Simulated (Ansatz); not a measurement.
# Phonons of WSi2

Level of theory: DFT, r²SCAN, scalar-relativistic, no spin polarisation; plane waves to 500 eV with PAW datasets (Ansatz 0.2.0), Gaussian smearing of 0.15 eV. The datasets are Ansatz's generated set soft_2.

```
CELL_PARAMETERS angstrom
-1.60577 1.60577 3.90205
1.60577 -1.60577 3.90205
1.60577 1.60577 -3.90205
ATOMIC_POSITIONS crystal
Si 0.33486 0.33486 0.00000
Si 0.66514 0.66514 0.00000
W 0.00000 0.00000 0.00000
```

The chain of runs began from a cell as deposited in COD, expanded in volume.

Force constants come from finite displacements in a 2×2×2 supercell (the unit cell's 14×14×14 k-mesh, folded to it); the long-range dipole term is not included. Points in reciprocal vectors of this cell: Γ = (0.000, 0.000, 0.000), X = (0.000, 0.000, 0.500), P = (0.250, 0.250, 0.250), N = (0.000, 0.500, 0.000), M = (0.500, 0.500, -0.500), S = (0.292, 0.708, -0.292), S0 = (-0.292, 0.292, 0.292), R = (-0.085, 0.085, 0.500), G = (0.500, 0.500, -0.085).

**Question.** Is the structure dynamically stable along this path, and where does the spectrum end?

**Answer.** Yes: no branch is imaginary beyond numerical noise. The highest frequency is 458 cm⁻¹, at Γ. Points that don't fit the supercell are interpolated.

Frequencies at the named points (cm⁻¹, imaginary ones negative):
| point | ω (cm⁻¹) |
| --- | --- |
| Γ | 0 0 0 265 265 312 341 341 458 |
| X | 159 168 209 281 284 324 391 405 416 |
| P | 170 187 187 281 281 330 399 399 410 |
| N | 139 157 209 266 302 306 308 411 446 |
| M | 144 144 201 256 256 319 319 361 448 |
| S | 143 184 193 266 275 305 361 386 446 |
| S0 | 143 184 193 266 275 305 361 386 446 |
| R | 164 172 206 276 286 323 392 399 417 |
| G | 164 172 206 276 286 323 392 399 417 |

**Question.** What does the harmonic approximation give for the vibrational free energy, entropy and heat capacity?

**Answer.** Zero-point energy 52.1 meV/atom.
```csv
T (K),F_vib (meV/atom),S (J/K per mole of atoms),C_V (J/K per mole of atoms)
100,50.9,4.1,8.8
200,41.7,13.4,17.8
300,23.5,21.4,21.2
400,-2.1,27.8,22.7
500,-33.6,32.9,23.5
600,-70.1,37.3,23.9
700,-110.7,41.0,24.2
800,-154.8,44.2,24.4
900,-202.2,47.1,24.5
1000,-252.3,49.7,24.6
```

The highest mode, 458 cm⁻¹, is worth 660 K. At 300 K the heat capacity has reached 85 % of the classical limit 3R = 24.9 J/K per mole of atoms, since the stiffer modes are still partly frozen out.

The crystal is a metal or nearly so; low and unstable modes depend on mesh and smearing.

Run time: 8.8 min on 4 threads of Arm Neoverse V2, on a shared host, peak memory 5.6 GiB.

Scalar-relativistic only: spin–orbit splittings of the heavy atoms' levels are missing.
